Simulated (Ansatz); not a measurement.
Values for one crystal, relaxed and computed with the program Ansatz at the r²SCAN level (PAW); other levels are named.

```yaml
volume_per_atom: 47.47 Å³
band_gap: 0.61 eV (direct)
Pressure derivative B′: 4.7
hole_effective_mass: 0.058, 0.085, 0.085 mₑ (principal values)
HSE06 gap on the r²SCAN cell: 0.80 eV
valence_band_maximum: at Z
electron_effective_mass: 0.041, 0.86, 0.86 mₑ (principal values)
```

Question: Pick the material that matches.
A) Ho2CF2, P-3m1 (Ho on 2d, C on 1a, F on 2d)
B) ScTlTe2, R-3m (Sc on 3a, Tl on 3b, Te on 6c)
C) CsSnI3, P4/mbm (Cs on 2d, Sn on 2b, I on 4h, I on 2a)
D) Y2CI2, P-3m1 (Y on 2d, C on 1a, I on 2d)

Answer: C, CsSnI3, P4/mbm (Cs on 2d, Sn on 2b, I on 4h, I on 2a)

The first step of the workflow began from a Materials Project structure, measured or hypothetical; the Crystallography Open Database files this formula in space group No. 127, but the cells were not matched. It is not the phase usual at ambient conditions (space group No. 62). The cell was relaxed with r²SCAN under the symmetry of its start; its stability against distortions is not shown here. Scalar-relativistic: spin–orbit coupling is off unless named, which matters more the heavier the elements.

Potentials: the later of the program's two PAW sets.
